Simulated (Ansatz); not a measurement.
Ti$_{2}$SnC:
Space group P6₃/mmc (No. 194); a = 3.1659 Å, b = 3.1659 Å, c = 13.7318 Å, α = 90.00°, β = 90.00°, γ = 120.00°

```csv
atom,site,symmetry,x,y,z
Ti,4f,3m.,0.3333,0.6667,0.0808
Sn,2d,-6m2,0.6667,0.3333,0.2500
C,2a,-3m.,0.0000,0.0000,0.0000
```

Relaxed at zero pressure with r²SCAN in the plane-wave PAW code Ansatz.

### Question
The volume is raised by 3 % and shape and atoms relax at that volume. What pressure results, and how do the axes share the change?

### Answer
-4.0 GPa; a 1.0 %, b 1.0 %, c 1.0 %; the energy rises by 6 meV/atom.

### Question
Give the new structure.

### Answer

Space group P6₃/mmc (No. 194); a = b = 3.196 Å, c = 13.875 Å, α = β = 90.00°, γ = 120.00°

```json
[
 {"atom": "Ti", "site": "4f", "symmetry": "3m.", "x": "0.3333", "y": "0.6667", "z": "0.0798"},
 {"atom": "Sn", "site": "2d", "symmetry": "-6m2", "x": "0.6667", "y": "0.3333", "z": "0.2500"},
 {"atom": "C", "site": "2a", "symmetry": "-3m.", "x": "0.0000", "y": "0.0000", "z": "0.0000"}
]
```

The phase is kept; no other phase was compared at this pressure.

Space group P6_3/mmc. The first step of the workflow began from a Materials Project structure, measured or hypothetical; the Crystallography Open Database copy checked does not list it. Its standing as an ambient phase is unchecked. The cell was relaxed with r²SCAN under the symmetry of its start; whether a distortion lowers the energy is not shown. The run is not spin-polarised. Scalar-relativistic: spin–orbit coupling is off unless named, which matters more the heavier the elements.

Potentials: the earlier of the program's two PAW sets.
